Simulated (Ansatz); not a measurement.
RbBr (rock salt, space group No. 225), PBE in the plane-wave PAW code Ansatz. The conduction-band minimum lies at Γ, with 1 equivalent valley. Second derivatives d²E/dk² of the lowest band at one valley (eV·Å²), along Cartesian directions:

```tsv
direction	d²E/dk²
[100]	19.75
[010]	19.75
[001]	19.75
[110]	19.75
[101]	19.75
[011]	19.75
```

Task: Find the principal effective masses, the density-of-states mass and the conductivity mass.

Result: Off-diagonal terms follow from H_xy = H[110] − (H_xx + H_yy)/2, and m*/mₑ = 7.620 eV·Å² over each eigenvalue: 0.39, 0.39, 0.39. One valley's DOS mass (m₁m₂m₃)^(1/3) = 0.39, conductivity mass 3/(Σ 1/mᵢ) = 0.39 mₑ.

Task: What effective density of states Nc follows at 300 K for parabolic valleys?

Result: Nc = 2.509e19 × 1 × (0.39)^(3/2) ≈ 6.1e18 cm⁻³.

Task: With the computed static dielectric constant 5.69 (mean of the diagonal), estimate a hydrogenic donor's binding energy and radius.

Result: E = 13.606 eV × 0.39/5.69² ≈ 160 meV; a = 0.529 Å × ε/m* ≈ 7.7 Å. Semilocal masses tend to be too small where the gap is.

Task: With ε∞ = 2.46 and ω_LO = 116 cm⁻¹, what Fröhlich coupling constant follows?

Result: α = (1/ε∞ − 1/ε0) √(m* × 13.606 eV/ħω_LO) = 4.4.

Space group Fm-3m (rock salt). The PBE relaxation kept the symmetry of its start; phonons on a q-mesh show no instability. Scalar-relativistic: spin–orbit coupling is off unless named, which matters more the heavier the elements.

Potentials: the later of the program's two PAW sets.
